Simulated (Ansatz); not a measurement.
Ansatz input

```yaml
crystal:
  lattice:
    - [7.0409427952, 0.0, 0.0]
    - [0.0, 7.0409427952, 0.0]
    - [0.0, 0.0, 7.0409427952]
  atoms:
    - { symbol: Ca, position: [0.0, 0.0, 0.0] }
    - { symbol: Ca, position: [0.5, 0.5, 0.5] }
    - { symbol: Ca, position: [0.25, 0.0, 0.5] }
    - { symbol: Ca, position: [0.75, 0.0, 0.5] }
    - { symbol: Ca, position: [0.5, 0.25, 0.0] }
    - { symbol: Ca, position: [0.5, 0.75, 0.0] }
    - { symbol: Ca, position: [0.0, 0.5, 0.25] }
    - { symbol: Ca, position: [0.0, 0.5, 0.75] }
hamiltonian:
  xc: blyp
  pseudopotentials:
    kind: paw
    azcp:
      Ca: "pseudopotentials/Ca.paw.azcp"
basis:
  ecutwfc: 420
  fft_grid_basis: typed
kpoints:
  mp_grid: { grid: [4, 4, 4], shift: [0, 0, 0] }
magnetization:
  spin_polarized: false
scf:
  occupations: { method: fermi_dirac, width: 0.1 }
relax:
  max_steps: 60
  f_tol: 0.01
  cell: {}
```

Output

```
Engine: ansatz 0.2.0, x86_64-unknown-linux-gnu
Pseudopotentials: kind: paw
Pseudopotential: Ca, paw, valence charge 10, recommended cutoff 420 eV (normal) 
Functional definition: BLYP
  parameter beta = 0.0042
  parameter a = 0.04918
  parameter b = 0.132
  parameter c = 0.2533
  parameter d = 0.349
  exchange = b88_x(beta = beta)
  correlation = lyp_c(a = a, b = b, c = c, d = d)
Crystal: 8 atoms, lattice volume = 349.054 Å³
Basis set: ecut = 420 eV, 6859 PW (Γ), exchange–correlation on 96×96×96 points (8 copies of the dense FFT grid, shifted against one another)
Bands: 48, of which v1, the nominal top of the filled ones, is band 40 counted from 1 (39 counted from 0)
Symmetry: 48 space group operations
Space group: Pm-3n (ITA 223), of the structure as read, at distance tolerance 7.0e-5 Å
k-points: 10 of 64
Non-local potential: Ca, projectors of the file, l = 0: 3, l = 1: 2, l = 2: 2
PAW form: soft (Blöchl's): semilocal exchange-correlation on the pseudo side does not see the compensation charge
PAW frozen core: Ca, regenerated for the run's functional, and the local potential with it (the file was generated under x = pbe(κ = 0.804, μ = 0.2195149727645171), c = pbe(β = 0.06672455060314922))
PAW one-centre angular grid: Ca, 110 points (default); XC on 64 Gauss nodes
Initial density: superposition of atomic densities (neutral atoms: chi_scale 0, normalization atom), corrected by the library's trained network
Initial wavefunctions: pseudopotential atomic-orbital guess
Functional: x = b88, c = lyp
SCF iter   1: F=—  HF=-14580.856145 eV  |F-HF|=—  |Δ(HF+E_count)|=         —  Δρ=3.18e-3  dr2=2.74e-2  ethr=1.77e-3  ⟨swp⟩=13.5  Hψ=5667  notcnv=0
automatic band count: the SCF goes on with 56 bands, as 48 were too few: the levels above may hold too much charge
SCF iter   2: F=—  HF=-14580.864464 eV  |F-HF|=—  |Δ(HF+E_count)|=   8.32e-3  Δρ=1.89e-3  dr2=1.27e-2  ethr=3.43e-5  ⟨swp⟩=2.3  Hψ=895  notcnv=0
SCF iter   3: F=—  HF=-14580.868549 eV  |F-HF|=—  |Δ(HF+E_count)|=   4.09e-3  Δρ=3.92e-4  dr2=7.85e-4  ethr=1.59e-5  ⟨swp⟩=3.0  Hψ=1043  notcnv=0
SCF iter   4: F=—  HF=-14580.869268 eV  |F-HF|=—  |Δ(HF+E_count)|=   7.19e-4  Δρ=9.50e-5  dr2=3.99e-5  ethr=9.81e-7  ⟨swp⟩=3.0  Hψ=1040  notcnv=0
...
SCF iter   3: F=—  HF=-14580.872524 eV  |F-HF|=—  |Δ(HF+E_count)|=   1.24e-8  Δρ=3.35e-7  dr2=3.32e-10  ethr=1.57e-11  ⟨swp⟩=3.0  Hψ=1120  notcnv=0
SCF iter   4: F=—  HF=-14580.872524 eV  |F-HF|=—  |Δ(HF+E_count)|=  2.26e-10  Δρ=1.46e-7  dr2=1.26e-10  ethr=1.00e-12  ⟨swp⟩=4.2  Hψ=1532  notcnv=0
SCF iter   5: F=-14580.872524 eV  HF=-14580.872524 eV  |F-HF|=0.00e0  |Δ(HF+E_count)|=  1.31e-10  Δρ=5.73e-8  dr2=2.28e-11  ethr=1.00e-12  ⟨swp⟩=4.0  Hψ=1532  notcnv=0
SCF 4 converged in 5 iterations: F = -14580.872524 eV  dr2 = 2.28e-11
relax step   4: F+E_penalty+E_count = -14580.87252410 eV  Δ(F+E_penalty+E_count) = +9.342e-5 eV  max|allowed force component| = 1.814e-17 eV/Å  Δτ_max = 0.0000 Å  P = +0.002 GPa  Ω = 344.418 Å³  stress off target by 1.94e-3 GPa  SCF on the basis re-selected at this cell (its energy is not comparable with the rows above)  (5 SCF iters)
basis re-selected at this cell: Δ(F+E_penalty+E_count) = +9.342e-5 eV, ΔP = +0.000 GPa vs the last step (what re-selecting the basis moved, of the pressure what is left beyond the Pulay correction that the steps carried, after the strain that the cell walked since its last selection, with what the two solves' SCF thresholds leave and, on support functions, any second-order correction that the steps lacked; it is no measure of the basis error at this ecutwfc). This SCF's stress stands 1.94e-3 GPa from its target on what of the cell is left free (relax.cell.stress_tol is 5.00e-2 GPa) and its largest allowed force component is 1.81e-17 eV/Å (relax.f_tol is 1.00e-2 eV/Å): within both
SCF converged after 5 iterations
Free energy (F): -14580.872524 eV
Harris-Foulkes:  -14580.872524 eV  (|F-HF|=0.00e0)
Internal energy: -14580.589440 eV  (E = F + TS)
E sigma→0 (E₀):  -14580.730982 eV
Entropy (-TS):   -0.283085 eV (-35.386 meV/atom)
Fermi energy:    5.277293 eV
--- Per-component energies (eV) ---
  E_band       = -1388.013180
  E_kinetic    = 2204.743400
  E_local      = -6875.372803  (includes V_loc(G=0)·N_el)
  E_nonlocal   = 516.750240
  E_hartree    = 2309.324144
  E_xc         = -1073.340985
  E_vxc        = -1335.514611  (∫ρ·V_xc dr)
  E_paw        = -6926.970532  (= ΣΔE_a)
  E_vpaw       = -517.267814  (= ΣTr[D̂ρ^β])
  E_aug_tail   = -0.000046  (compensation charges beyond the density's cutoff)
  E_ewald      = -4735.865005
  E_core_change = 0.142146  (= ΣΔE_core)
  E_smearing   = -0.283085  (= −TS)
  E_closure    = 0.000000  (closes the sum)
  Σ components = -14580.872524   (vs F -14580.872524, Δ=0.00e0)
--- Forces (eV/Å), atoms counted from 1 ---
  atom   1  Ca    -0.00000000     0.00000000     0.00000000
  atom   2  Ca     0.00000000     0.00000000     0.00000000
  atom   3  Ca     0.00000000     0.00000000     0.00000000
  atom   4  Ca     0.00000000    -0.00000000    -0.00000000
  atom   5  Ca    -0.00000000    -0.00000000     0.00000000
  atom   6  Ca     0.00000000     0.00000000    -0.00000000
  atom   7  Ca    -0.00000000     0.00000000     0.00000000
  atom   8  Ca     0.00000000    -0.00000000    -0.00000000
  max |Σ_I F_I| component: 4.05e-18 eV/Å
--- Stress (GPa, compression-positive) ---
        0.001938       0.000000       0.000000
        0.000000       0.001938      -0.000000
        0.000000      -0.000000       0.001938
  P = ⅓ Tr σ = 0.0019 GPa (0.019 kbar)
--- Relaxed structure (3 steps of the walk, 3 accepted, 1 SCFs on fresh bases) ---
  F+E_penalty+E_count = -14580.87252410 eV   max|allowed force component| = 1.814e-17 eV/Å   (the final SCF, on the basis selected at the relaxed cell)
  cell:  # Å, volume = 344.4177 Å³
    - [7.009631250277886, -2.2067947279437076e-34, 3.209883240645393e-35]
    - [3.611118645726067e-35, 7.009631250277886, 1.2839532962581572e-34]
    - [3.209883240645393e-35, 1.2839532962581572e-34, 7.009631250277886]
  atoms:
    - { symbol: Ca, position: [-1.1842410177678353e-36, 1.602732204497824e-36, -8.512288819443992e-36] }
    - { symbol: Ca, position: [0.5, 0.5, 0.5] }
    - { symbol: Ca, position: [0.25, 3.2375190530856024e-35, 0.5] }
    - { symbol: Ca, position: [0.7500000000000001, 8.156126107333363e-36, 0.5] }
    - { symbol: Ca, position: [0.5, 0.25, -7.657498310378484e-36] }
    - { symbol: Ca, position: [0.5, 0.7500000000000001, -8.654753904288242e-36] }
    - { symbol: Ca, position: [-1.8066353571811574e-35, 0.5, 0.25] }
    - { symbol: Ca, position: [-1.350747085679554e-35, 0.5, 0.7500000000000001] }
```

Command:

```sh
ansatz run input.yaml --threads 4 --pin off --max-ram 8192MiB --backend cpu --events-out ev --progress --plain --runs-dir out
```

On 4 threads of AMD EPYC 9R14 (Zen 4) (shared host) this took about 6.7 s of wall time and 22 s of CPU time, with 0.82 GiB at the peak.
